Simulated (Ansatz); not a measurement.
Consider the following.

ScPd3:
```
ScPd3
1.0
    3.97409     0.00000     0.00000
    0.00000     3.97409     0.00000
    0.00000     0.00000     3.97409
Sc Pd
1 3
Direct
  0.00000   0.00000   0.00000
  0.50000   0.50000   0.00000
  0.00000   0.50000   0.50000
  0.50000   0.00000   0.50000
```

This is the r²SCAN-relaxed structure.

### Question
All from r²SCAN in the plane-wave PAW code Ansatz, unless another level is named. Predict the formation energy from the elements (no fitted shifts).

### Answer
-0.89 eV/atom.

### Question
What about the density of states at the Fermi level?

### Answer
0.62 states/eV per atom (mean over ±0.08 eV).

Space group Pm-3m (Cu3Au type). The workflow started from a Materials Project entry (that database holds measured and hypothetical structures alike); the Crystallography Open Database files this formula in space group No. 221, but the cells were not matched. Its standing as an ambient phase is unchecked. The cell was relaxed with r²SCAN under the symmetry of its start; its stability against distortions is not shown here. The run is not spin-polarised. The references are the lowest solids computed at this level, not always the standard phases. Scalar-relativistic: spin–orbit coupling is off unless named, which matters more the heavier the elements.

Potentials: the later of the program's two PAW sets.
